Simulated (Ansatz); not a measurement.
An Ansatz (a first-principles code) run. Input:

Ansatz 0.2 input:
```yaml
crystal:
  lattice:
    - [2.0866174215, 2.083881675, 0.0]
    - [-2.0866174215, 2.083881675, 0.0]
    - [-0.0011678872, 0.0, 5.1505274554]
  atoms:
    - { symbol: Cu, position: [0.0, 0.5, 0.0] }
    - { symbol: Cu, position: [0.5, 0.0, 0.5] }
    - { symbol: O, position: [0.4999722196, 0.4999722196, 0.75] }
    - { symbol: O, position: [0.5000277804, 0.5000277804, 0.25] }
kpoints:
  mp_grid: { grid: [14, 14, 8] }
hamiltonian:
  xc: pbe
  pseudopotentials: { kind: paw }
scf:
  occupations: { method: fermi_dirac, width: 0.1 }
phonons:
  method: dfpt
  response_accuracy: low
  eigenvectors: true
  rigid_motions: translations
```

Output (shortened):

```
Pseudopotential: Cu, paw, valence charge 19
Pseudopotential: O, paw, valence charge 6
Functional definition: PBE
Crystal: 4 atoms, lattice volume = 44.792 Å³
Basis set: ecut = 420 eV, 845 PW (Γ), exchange–correlation on 40×40×72 points (8 copies of the dense FFT grid, shifted against one another)
Bands: 30, of which v1, the nominal top of the filled ones, is band 25 counted from 1 (24 counted from 0)
Symmetry: 4 space group operations
k-points: 788 of 1568 (irreducible under 1 space group operation, time reversal used)
SCF iter   1: F=—  HF=-14382.602975 eV  |F-HF|=—  |Δ(HF+E_count)|=         —  Δρ=4.93e-3  dr2=3.14e-3  ethr=1.77e-3  ⟨swp⟩=5.0  Hψ=83655  notcnv=0
preconditioner: auto → LDOS
SCF iter   2: F=—  HF=-14382.602875 eV  |F-HF|=—  |Δ(HF+E_count)|=   1.00e-4  Δρ=1.28e-3  dr2=3.00e-4  ethr=6.28e-6  ⟨swp⟩=2.0  Hψ=42225  notcnv=0
SCF iter   3: F=—  HF=-14382.602817 eV  |F-HF|=—  |Δ(HF+E_count)|=   5.80e-5  Δρ=4.49e-4  dr2=4.97e-5  ethr=6.00e-7  ⟨swp⟩=2.0  Hψ=37168  notcnv=0
SCF iter   4: F=—  HF=-14382.602811 eV  |F-HF|=—  |Δ(HF+E_count)|=   5.80e-6  Δρ=4.00e-4  dr2=4.38e-5  ethr=9.94e-8  ⟨swp⟩=2.0  Hψ=43531  notcnv=0
SCF iter   5: F=—  HF=-14382.602803 eV  |F-HF|=—  |Δ(HF+E_count)|=   7.71e-6  Δρ=2.10e-4  dr2=1.16e-5  ethr=8.76e-8  ⟨swp⟩=1.0  Hψ=23666  notcnv=0
SCF iter   6: F=—  HF=-14382.602804 eV  |F-HF|=—  |Δ(HF+E_count)|=   5.28e-7  Δρ=5.71e-5  dr2=8.61e-7  ethr=2.32e-8  ⟨swp⟩=2.0  Hψ=29683  notcnv=0
SCF iter   7: F=—  HF=-14382.602802 eV  |F-HF|=—  |Δ(HF+E_count)|=   1.48e-6  Δρ=8.70e-6  dr2=2.05e-8  ethr=1.72e-9  ⟨swp⟩=2.0  Hψ=29952  notcnv=0
SCF iter   8: F=—  HF=-14382.602802 eV  |F-HF|=—  |Δ(HF+E_count)|=   3.21e-9  Δρ=1.08e-6  dr2=2.92e-10  ethr=4.10e-11  ⟨swp⟩=2.0  Hψ=30212  notcnv=0
SCF iter   9: F=-14382.602802 eV  HF=-14382.602802 eV  |F-HF|=1.82e-12  |Δ(HF+E_count)|=  6.18e-11  Δρ=6.68e-8  dr2=7.53e-13  ethr=1.00e-12  ⟨swp⟩=4.1  Hψ=121644  notcnv=0
SCF 1 converged in 9 iterations: F = -14382.602802 eV  dr2 = 7.53e-13
DFPT response loops at Γ: preconditioner auto → Kerker (q_TF=auto, 2.779 Å⁻¹) (partly filled bands, converged f_vac=0.048) …
phonon interpolation: 16 periodic images of 10 blocks of the force constants (a block to an ordered pair of atoms and a translation) lie up to 2.09e-3 Å …
SCF converged after 9 iterations
Free energy (F): -14382.602802 eV
Harris-Foulkes:  -14382.602802 eV  (|F-HF|=1.82e-12)
Internal energy: -14382.527324 eV  (E = F + TS)
E sigma→0 (E₀):  -14382.565063 eV
Entropy (-TS):   -0.075478 eV (-18.870 meV/atom)
Fermi energy:    10.696189 eV
--- Per-component energies (eV) ---
  E_band       = -934.454724
  E_kinetic    = 941.019011
  E_local      = -10195.966284  (includes V_loc(G=0)·N_el)
  E_nonlocal   = 875.981324
  E_hartree    = 4412.904090
  E_xc         = -323.237565
  E_vxc        = -414.845310  (∫ρ·V_xc dr)
  E_paw        = -3637.387075  (= ΣΔE_a)
  E_vpaw       = -966.457201  (= ΣTr[D̂ρ^β])
  E_aug_tail   = 0.005538  (compensation charges beyond the density's cutoff)
  E_ewald      = -6455.846364
  E_smearing   = -0.075478  (= −TS)
  E_closure    = 0.000000  (closes the sum)
  Σ components = -14382.602802   (vs F -14382.602802, Δ=0.00e0)
  [band-id]    e_kinetic+e_local+e_nonlocal+2·e_hartree+e_vxc+e_vpaw+e_augmentation_tail = -934.454742   (vs E_band -934.454724, Δ=-1.80e-5)
--- Band table (eV; the first three rows and the last of 788) ---
  k-point 0: bands = ["-102.0113", "-102.0110", "-59.5064", "-59.5064", "-59.4710", "-59.4656", "-59.1674", "-59.1674", "-9.0769", "-7.7718", "2.6275", "5.2881", "5.2908", "6.9904", "7.2300", "7.2302", "7.4404", "7.7347", "8.2378", "8.3178", "8.3189", …
  k-point 1: bands = ["-102.0113", "-102.0110", "-59.5064", "-59.5064", "-59.4708", "-59.4659", "-59.1674", "-59.1674", "-9.0355", "-7.8327", "2.7810", "5.2934", "5.2959", "6.9848", "7.1496", "7.1497", "7.4266", "7.4410", "8.2897", "8.3384", "8.4220", …
  k-point 2: bands = ["-102.0112", "-102.0110", "-59.5064", "-59.5064", "-59.4702", "-59.4664", "-59.1674", "-59.1674", "-8.9148", "-7.9996", "3.2210", "5.3064", "5.3083", "6.5482", "6.9960", "6.9961", "7.1838", "7.4370", "8.3324", "8.3482", "8.4121", …
  k-point 787: bands = ["-102.0101", "-102.0101", "-59.5168", "-59.5168", "-59.4664", "-59.4664", "-59.1756", "-59.1756", "-7.7501", "-7.7501", "4.8916", "4.8916", "5.0174", "5.0174", "5.3238", "5.3238", "7.8255", "7.8255", "8.3511", "8.3511", "8.7997", …
--- Phonons (Γ-DFPT): 6 representative perturbations + reference, on 788 of 1568 k-points (Σ response iterations 19) ---
  ASR residual: 4.371e-5 → 0.000e0 eV/Å²; symmetrization residual: 2.337e-5 eV/Å²
  ASR residual per site (eV/Å²): 1.40e-5 1.40e-5 4.37e-5 4.37e-5
  Γ frequencies (cm⁻¹): 0.00 0.00 0.00 171.94 172.01 280.12 285.24 285.37 451.32 451.55 482.22 514.42
  non-analytic LO–TO correction: not included (Born effective charges unavailable; polar crystals: no LO–TO splitting at Γ)
```

Cost: very roughly 7 core-minutes on shared cores.

Space group P4_2/mmc. The workflow started from an entry of the Crystallography Open Database (COD); the relaxed space group is not among those it files for this formula. It is not the phase usual at ambient conditions (space group No. 15). Symmetry was held in the PBE relaxation; of distortions, only those at the zone centre were tested. The run is not spin-polarised. No Hubbard U is applied. Without spin polarisation and U, an open-shell compound can come out a false metal. As this level gives no gap, phonon frequencies hold no LO–TO term and depend on the k-mesh and smearing (Fermi–Dirac, 0.1 eV here). Point labels and valley counts follow the cell and symmetry of the run, lower than the named group.

Potentials: the later of the program's two PAW sets.

Ansatz is a plane-wave DFT program.
